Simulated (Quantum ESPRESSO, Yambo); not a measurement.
GaSb under isotropic strain

```
GaSb
1.0
    0.00000     3.05699     3.05699
    3.05699     0.00000     3.05699
    3.05699     3.05699     0.00000
Ga Sb
1 1
Direct
  0.00000   0.00000   0.00000
  0.25000   0.25000   0.25000
```

GaSb (zinc blende, space group F-43m, No. 216) under isotropic strain (on all lattice vectors), counted from the cell relaxed with PBEsol, atoms relaxed at each step. norm-conserving PBE (stringent potentials; Quantum ESPRESSO, 114 Ry, scalar-relativistic); G0W0 and BSE in Yambo (4×4×4 Γ-centred k mesh, bands 9 to 259 and a 15 Ry block in the screening, 259 bands in G with the Bruneval-Gonze terminator, plasmon pole fitted at 27.2 eV; BSE 8×8×8 mesh, 3 valence and 5 conduction bands, static screening with 42 bands and a 4 Ry block, scissor from each state's G0W0).

```
strain (%)  pressure (GPa)  PBE gap (eV)      kind  G0W0 direct gap (eV)  lowest vertical BSE state (eV)  RPA ε∞ along x
----------  --------------  ------------  --------  --------------------  ------------------------------  --------------
-3                     8.7          0.62  indirect             1.52 at Γ                    not resolved               –
-2                     6.3          0.50    direct             1.25 at Γ                    not resolved               –
-1                     4.2          0.27    direct             1.00 at Γ                    not resolved               –
-0.5                   3.3          0.16    direct             0.87 at Γ                    not resolved               –
0                      2.4          0.06    direct             0.76 at Γ                    not resolved               –
+0.5                   1.6        closed         –                     –                               –               –
+1                     0.9        closed         –                     –                               –               –
```

Between -3 % and -2 % the PBE gap turns from indirect to direct; between +0 % and +0.5 % the PBE gap turns from direct to closed. GW, BSE and RPA settings are held fixed; their convergence isn't established. The pressure is PBE's, so it isn't zero at the PBEsol cell. Strains are linear. The screening block changes size along the series (339 vectors at -3 %, 387 vectors at -2 %, 387 vectors at -1 %, 387 vectors at -0.5 %, 387 vectors at +0 %), which puts steps into the G0W0 values. Spin-orbit coupling is left out, which matters for elements this heavy: edges can move by tenths of an eV. So small a PBE gap in heavy elements may be inverted, where one-shot corrections to single bands mislead.
